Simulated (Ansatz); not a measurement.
Starting cell, ZnS (zinc blende):

```xyz
4
Lattice="0.0000 5.4435 5.4435 2.7217 0.0000 2.7217 2.7217 2.7217 0.0000" Properties=species:S:1:pos:R:3 pbc="T T T"
S      4.0826     4.0826     4.0826
S      4.0826     6.8044     6.8044
Zn     0.0000     0.0000     0.0000
Zn     2.7217     2.7217     5.4435
```

A phonon eigenvector at L = (0.5, 0.0, 0.0) is frozen into this cell: atom i moves by Q times the vector below, so Q is the largest atomic displacement, in Å. The cell is held. (q is in reciprocal vectors of the primitive cell; the cell shown is doubled to hold the pattern.)

```json
[
 {"atom": "S1", "x": "-0.138", "y": "0.138", "z": "0.138"},
 {"atom": "S2", "x": "0.138", "y": "-0.138", "z": "-0.138"},
 {"atom": "Zn3", "x": "-0.577", "y": "0.577", "z": "0.577"},
 {"atom": "Zn4", "x": "0.577", "y": "-0.577", "z": "-0.577"}
]
```

All values below come from PBE (plane waves to 420 eV, PAW, scalar-relativistic; Ansatz, a quantum-chemistry and plane-wave program). k mesh 5×10×10 (Γ-centred), Fermi-Dirac smearing 0.05 eV. Energies are smeared free energies. The PAW data are Ansatz's earlier set. ZnS was relaxed with its symmetry unable to fall. The zero of ΔE is the undisplaced structure.

| Q (Å) | ΔE (meV/cell) |
|---|---|
| -0.180 | 285.7 |
| -0.150 | withheld |
| -0.120 | 127.1 |
| -0.090 | 71.5 |
| -0.060 | 31.8 |
| -0.030 | 7.9 |
| 0.000 | 0.0 |
| 0.030 | 7.9 |
| 0.060 | 31.8 |
| 0.090 | 71.5 |
| 0.120 | 127.1 |
| 0.150 | withheld |
| 0.180 | 285.7 |

Task: Fit an even polynomial form (powers 2, 4) to the given rows and predict ΔE at Q = -0.150.

Result: Least squares on the 11 given rows: ΔE = (8832)·Q² + (-433.8)·Q⁴, in meV/cell with Q in Å; root-mean-square residual 0.02 meV/cell. At -0.150 the fit gives 198.5 meV/cell; the calculation gives 198.5 meV/cell, the same to the digits shown. The quadratic term alone would give 198.7 meV/cell.

(A displaced cell: forces are minus the slopes of the energy, force constants its curvatures, and phonons follow from these.)
